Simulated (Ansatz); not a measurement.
One crystal and one scan (frozen-phonon scan) at two levels, PBE (plane waves to 420 eV, PAW, scalar-relativistic; Ansatz, a program for electronic structure) and r2SCAN (plane waves to 500 eV, PAW, scalar-relativistic; Ansatz), each from its own relaxed cell and on its own mesh.

The crystal is TaN (rock salt); a phonon pattern at L = (0.5, 0.0, 0.0) is frozen into a 4-atom cell, Q being the largest atomic displacement.

Spin-orbit coupling is left out, though Ta is heavy. TaN is run without spin polarisation. TaN was relaxed with its symmetry unable to fall. The PAW data are Ansatz's earlier set. This is a high-temperature form of TaN. With partly filled bands, energies and forces of such displacements shift with the k mesh and the smearing. Both scans cover Q from -0.100 to 0.100 Å.

```json
[
 {"quantity": "Lattice constant a (Å)", "run 1": "4.396", "run 2": "4.416"},
 {"quantity": "Energy at Q = 0.100 Å (meV/cell)", "run 1": "117", "run 2": "125"},
 {"quantity": "Harmonic wavenumber from the curvature (finite differences) (cm⁻¹ (negative: imaginary))", "run 1": "473", "run 2": "492"}
]
```

Q: Which run is which level?

A: Run 2 is PBE, run 1 is r2SCAN. PBE gives the higher value for: lattice constant a; energy at Q = 0.100 Å; harmonic wavenumber from the curvature. Both give the same space group of the distorted cell: R-3m (No. 166), lowered from Fm-3m. Neither level is exact: the differences show how much the result hangs on the functional.

(For displaced atoms, the force is minus the slope of the energy, and its curvature is a force constant, which sets phonon frequencies.)
